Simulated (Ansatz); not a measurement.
Cancellation of cutoff errors in ScAl

The calculation used Ansatz 0.2.0, DFT PBEsol, scalar-relativistic, plane waves, PAW.

```xyz
4
Lattice="2.1634 -5.2502 0.0000 2.1634 5.2502 0.0000 0.0000 0.0000 3.7713" Properties=species:S:1:pos:R:3 pbc="T T T"
Sc    2.1634   -3.8293    0.9428
Sc    2.1634    3.8293    2.8285
Al    2.1634   -0.8873    0.9428
Al    2.1634    0.8873    2.8285
```

```json
{"Γ-centred k-mesh": "10×10×12", "occupation rule": "Gaussian smearing, 0.1 eV", "spin treatment": "unpolarised"}
```

A second cell has all atoms moved and the lattice slightly strained:

```yaml
crystal:
  lattice:
    - [2.27803, -5.34786, 0.03687]
    - [2.10114, 5.27497, 0.01383]
    - [0.04419, -0.00827, 3.74595]
  atoms:
    - { symbol: Sc, position: [0.85497, 0.11383, 0.24647] }
    - { symbol: Sc, position: [0.13206, 0.86014, 0.74666] }
    - { symbol: Al, position: [0.57293, 0.38400, 0.23971] }
    - { symbol: Al, position: [0.40130, 0.57753, 0.75582] }
```

It ran on a 8×8×8 mesh, another than the first cell's, which shifts the difference by nearly the same amount at every cutoff. Both were run at several values of the cutoff; energies per atom at zero smearing, errors against the largest value (420 eV), which isn't proved converged itself.

```csv
cutoff,"error, first cell (meV)","error, second cell (meV)"
250 eV,218.14,218.97
300 eV,32.76,31.07
350 eV,4.29,4.07
```

Q: At the largest value the second cell lies 23.89 meV/atom above the first. What is the error of that difference at each value, and where does each quantity come within 1 meV/atom?

A: The error of the difference is the second cell's error less the first's:
```
cutoff difference (meV) its error (meV)
250 eV             24.72             0.83
300 eV             22.20            -1.68
350 eV             23.66            -0.22
```

No value below the largest brings the first cell's total energy within 1 meV/atom, while the difference is there from 350 eV on. Most of the error cancels, by a factor of about 19 in the median. A missing short wave mostly misdescribes the region near each nucleus, which both cells share; what doesn't cancel comes largely from the change of volume and bonding.